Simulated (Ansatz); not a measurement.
Surface loss at microwave frequencies, Drude damping in the near infrared and electronic heat conduction all follow from the resistivity and the plasma energy of a metal.

fcc Cu serves as the reference. Frequency 100 GHz, photon energy 1.0 eV, T = 300 K, Lorenz number 2.44×10⁻⁸ WΩ/K². All rows are cubic metals, run without spin polarisation.

Methods, by column (Ansatz, a plane-wave PAW program): resistivity, plasma energy, N(E_F): PBE, Boltzmann equation with harmonic phonons, 300 K, mean over directions.

Spin–orbit coupling is left out unless named.

```csv
crystal,ρ (μΩ·cm),ħω_p (eV),N(E_F) (states/eV/atom)
fcc Au,3.0,8.7,0.29
fcc Ag,1.9,9.0,0.28
"fcc Cu, reference",1.8,8.9,0.31
bcc Nb,18,9.0,1.48
```

Definitions used: R_s = √(πfμ₀ρ) = 6.283 mΩ × √(f ρ); ħγ = ħε₀ω_p²ρ = 0.1345 meV × (ħω_p)² ρ; quality = ω/γ; κ_e = L₀T/ρ = 732/ρ.

Question: From the table, find surface resistance, damping ħγ, Drude quality and electronic κ for bcc Nb.

Answer: 
R_s = 6.283 × √(100 × 18) = 270 mΩ; ħγ = 0.1345 × 9.0² × 18 = 196 meV; Drude quality: 1000/196 = 5.1; κ_e = 732/18 = 41 W/(m·K).

Question: Rank all rows by Drude quality, highest first.

Answer: The same steps for every row:

```csv
crystal,surface resistance (mΩ),damping ħγ (meV),Drude quality,electronic κ (W/(m·K))
fcc Au,110,30.5,33,240
fcc Ag,87,20.7,48,390
"fcc Cu, reference",84,19.2,52,410
bcc Nb,270,196,5.1,41
```

In order of Drude quality, highest first: fcc Cu (52 ± 9.8) ≈ fcc Ag (48 ± 9.0), fcc Au (33 ± 6.2), bcc Nb (5.1 ± 0.96). The ± follows from allowances picked for this note (resistivity 12 %, plasma energy 4 %, 12 % for the model), carried to first order and added in quadrature; ≈ joins neighbours closer than their two ± added in quadrature. On this figure 0 of 3 candidates do clearly better than the reference.

Only phonon scattering is included, so films lose more. Interband absorption, often the larger optical loss, is outside the Drude quality. Resistivities move by up to 12 % from half the mesh. The rows are a sample of cubic metals; oxides, V to Ni (no spin in these runs) and Tl, Pb, Bi were not drawn. Limits of the draw: cubic metals without O, V to Ni, Tl, Pb or Bi. As a rule kept out of such tables: 4f compounds, open-shell compounds run without a Hubbard term, cells found unstable in the tests at hand, cells close to a higher symmetry, and runs set to a pressure or over 12 % in volume from the crystal's fullest run.
